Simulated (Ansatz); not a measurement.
CoSi2:
```yaml
crystal:
  lattice:
    - [0.00000, 2.63682, 2.63682]
    - [2.63682, 0.00000, 2.63682]
    - [2.63682, 2.63682, 0.00000]
  atoms:
    - { symbol: Co, position: [0.00000, 0.00000, 0.00000] }
    - { symbol: Si, position: [0.75000, 0.75000, 0.75000] }
    - { symbol: Si, position: [0.25000, 0.25000, 0.25000] }
```

Relaxed with LDA.

**Question.** List the phonon frequencies at the special points (DFPT on a 3×3×3 q-mesh, Fourier-interpolated; the program Ansatz at the LDA level (PAW)).

**Answer.** In cm⁻¹; no LO–TO term at Γ, as the run had none.

```tsv
q	frequencies
Γ	0 0 0 347 347 347 348 348 348
X	194 194 268 280 280 297 399 399 399
U	173 240 252 271 293 327 388 392 400
K	173 240 252 271 293 327 388 392 400
L	120 120 300 326 326 352 367 374 374
W	207 240 240 266 282 359 359 394 406
```

Space group Fm-3m (fluorite or antifluorite type). The LDA relaxation kept the symmetry of its start; phonons on a q-mesh show no instability. The run is not spin-polarised. As this level gives no gap, phonon frequencies hold no LO–TO term and depend on the k-mesh and smearing (Fermi–Dirac, 0.1 eV here).

Potentials: the later of the program's two PAW sets.
